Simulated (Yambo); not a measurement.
Consider the following.

```xyz
7
Lattice="-2.0045 2.0045 6.7765 2.0045 -2.0045 6.7765 2.0045 2.0045 -6.7765" Properties=species:S:1:pos:R:3 pbc="T T T"
H      2.0045     0.0000     0.0000
H      0.0000     2.0045     0.0000
H      0.0000     0.0000    11.5464
H      0.0000     0.0000     2.0065
Mg     0.0000     0.0000     0.0000
K      0.0000     0.0000     8.7270
K      0.0000     0.0000     4.8259
```

Workflow: norm-conserving PBEsol (Quantum ESPRESSO, 84 Ry, scalar-relativistic), then G0W0 in Yambo (4×4×4 Γ-centred k mesh, bands 5 to 113 and a 6 Ry block in the screening, 113 bands in G with the Bruneval-Gonze terminator, plasmon pole fitted at 27.2 eV).

Task: Give the PBEsol and G0W0 gaps between the band edges found on this mesh, and say where the edges lie.

Result: Edges: Γ → (0, 0, 0.25). PBEsol: 3.33 eV; G0W0: 5.50 eV. Convergence of the G0W0 settings was not tested. 

Geometry of the Materials Project entry, not relaxed at this level.
